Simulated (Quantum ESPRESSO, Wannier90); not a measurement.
# Zn2SeS (R3m), plane waves to Wannier functions

```yaml
crystal:
  lattice:
    - [-1.95375, 3.38399, 0.00000]
    - [-3.90750, 0.00000, 0.00000]
    - [-1.95375, 1.12800, 6.38365]
  atoms:
    - { symbol: Zn, position: [0.99626, 0.99626, 0.01121] }
    - { symbol: Zn, position: [0.50363, 0.50363, 0.48911] }
    - { symbol: Se, position: [0.37548, 0.37548, 0.87356] }
    - { symbol: S, position: [0.87465, 0.87465, 0.37604] }
```

Structure: Materials Project mp-1215446, symmetrised, not relaxed again. Not found in the COD (Crystallography Open Database) copy used; not checked further. Computed values, not measurements, from PBEsol: Quantum ESPRESSO (norm-conserving PseudoDojo potentials, cutoff 69 Ry, no spin polarisation, no spin-orbit coupling) on a Γ-centred 6×6×6 mesh, then Wannier90. Density: 10×10×10 mesh, cold smearing 0.01 Ry. Spin-orbit coupling, left out, would split the p-like bands by a few tenths of an eV.

Base run: 16 functions from bands 14-15,26-53 of the 53 computed, start hydrogen-like Zn: s;p; Se: s;p; S: s;p, centres 0.05 Å off the atoms, frozen window up to 2.87 eV relative to the valence-band maximum, outer window open. Bands 16–25 (Zn 3d 94 %) lie between the kept ones and are excluded. One setting was then changed (edges relative to the valence-band maximum; misfit to pw.x on a path, for states up to 2.4 eV relative to the valence-band maximum).

```tsv
run	Ω_I (Å²)	rms misfit (meV)	worst (meV)
base	25.91	5.8	45
changed	25.68	20	142
```

Question: Which change was made?
(A) frozen window to -0.13 eV
(B) frozen window to 6.87 eV
(C) frozen window to 3.87 eV
(D) outer window to 11.48 eV
(E) no frozen window

Answer: A, frozen window to -0.13 eV. The others give:

```tsv
run	Ω_I (Å²)	rms misfit (meV)	worst (meV)
frozen window to 3.87 eV	28.45	6.7	48
frozen window to 6.87 eV	36.68	9.3	57
no frozen window	24.85	194	542
outer window to 11.48 eV	41.45	14	72
```
